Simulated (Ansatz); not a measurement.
Formation energy of ZrAg2

```xyz
3
Lattice="-1.7561 1.7561 4.4497 1.7561 -1.7561 4.4497 1.7561 1.7561 -4.4497" Properties=species:S:1:pos:R:3 pbc="T T T"
Zr    0.0000    0.0000    0.0000
Ag    0.0000    0.0000    5.9828
Ag    0.0000    0.0000    2.9165
```

The cell comes from a relaxation on PAW files under the same functional, begun from a database entry that needn't be the ground state.

Level of theory: DFT with PBEsol, scalar-relativistic, in Ansatz 0.2.0; a Γ-centred 14×14×14 k mesh, Fermi–Dirac smearing of 0.05 eV, no spin polarisation. LAPW: all electrons, basis error target 0.5 meV/atom; PAW: frozen-core files, cutoff 420 eV.

The elements are taken as Ag fcc, Zr hcp, each relaxed on PAW files under the same functional and computed by the same method as the compound; zero-point and thermal terms are left out.

The PAW files were made under PBE.

**Question.** What is the formation energy by LAPW, and how far do the other methods lie from it?

**Answer.** -0.103 eV/atom; PAW +0.7 meV/atom. The compound is bound against these elements; other compounds of the system weren't compared.

**Question.** Give the LAPW value for one formula unit in kJ/mol.

**Answer.** -0.103 eV/atom × 3 atoms × 96.485 kJ/(mol·eV) = -29.8 kJ/mol, at zero temperature and without zero-point motion.
